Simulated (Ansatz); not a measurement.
Rh, DFT, PBEsol, all-electron PAW with datasets made for the crystal, scalar-relativistic (Ansatz 0.2.0), run on 1 thread of Arm Neoverse V2 on a shared host.

The geometry is COD entry 9008482, unchecked; take it as a test cell. The listed cell was then made from it by scaling, straining or moving an atom.

Command: `ansatz run input.yaml --threads 1 --pin off --max-ram 3072MiB --backend cpu --events-out ev --progress --plain --runs-dir out`

```yaml
crystal:
  lattice:
    - [0.0, 1.939581, 1.90155]
    - [1.939581, 0.0, 1.90155]
    - [1.939581, 1.939581, 0.0]
  atoms:
    - { symbol: Rh, position: [0.0, 0.0, 0.0] }
kpoints:
  mp_grid: { grid: [16, 16, 16] }
scf:
  occupations: { method: fermi_dirac, width: 0.08 }
hamiltonian:
  xc: pbesol
  pseudopotentials: { kind: all_electron, datasets: crystal }
output:
  forces: true
  stress: true
  eigenvalues: true
  efg: { contact_densities: true }
```

**Question.** How large is the problem that the program sets up?

**Answer.** 349 irreducible k-points, 169 plane waves at Γ, 9 bands.

**Question.** About how long does it take, and how much memory does it use?

**Answer.** 11 s of wall time for 8 SCF iterations, with a peak of 0.48 GiB. Times on shared machines scatter by tens of per cent.

**Question.** And the same cell and mesh by PAW (frozen-core files), asked for forces, stress, eigenvalues, efg, write_density, write_potential, elf, on the same hardware?

**Answer.** 4.8 s, peak memory 0.38 GiB.
